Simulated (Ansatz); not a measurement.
PbF₂: zone-centre modes at 5 GPa

Theory: Ansatz 0.2.0, DFT PBE+D3(BJ), scalar-relativistic, plane waves, PAW. Settings: 420 eV plane-wave cutoff, Γ-centred 8×8×8 mesh, fixed occupations. No spin polarisation. Phonons by linear response, acoustic sum rule imposed.

The cell, relaxed at 5 GPa:
```
CELL_PARAMETERS angstrom
0.00000 2.92077 2.92077
2.92077 0.00000 2.92077
2.92077 2.92077 0.00000
ATOMIC_POSITIONS crystal
Pb 0.00000 0.00000 0.00000
F 0.25000 0.25000 0.25000
F 0.75000 0.75000 0.75000
```

Spin–orbit coupling is left out, which matters for heavy elements. Other phases may be more stable at this pressure.

Optical modes at Γ (transverse, no macroscopic field); i marks an imaginary frequency:
```json
{"frequency (THz)": "4.22", "degeneracy": "3", "IR intensity of the level ((D/Å)²/amu)": "22.58"}
{"frequency (THz)": "8.14", "degeneracy": "3", "IR intensity of the level ((D/Å)²/amu)": "0.00"}
```

All 6 optical modes at Γ are real: no displacement of atoms at fixed cell lowers the energy to second order. Strains and modes at other wave vectors aren't tested by this run.

* Electronic dielectric constant ε∞ (principal values): 3.38
* Static dielectric constant ε0 (principal values): 19.6
* Refractive index √ε∞, mean: 1.84
* Kohn–Sham gap on the mesh: 4.41 eV
* Cost: 82 s on 1 thread of Arm Neoverse N1 (shared host), peak memory 0.65 GiB

Born effective charges (e):
| atom | Z*xx | Z*yy | Z*zz | mean |
| --- | --- | --- | --- | --- |
| Pb (atom 1) | 3.24 | 3.24 | 3.24 | 3.24 |
| F (atom 2) | -1.62 | -1.62 | -1.62 | -1.62 |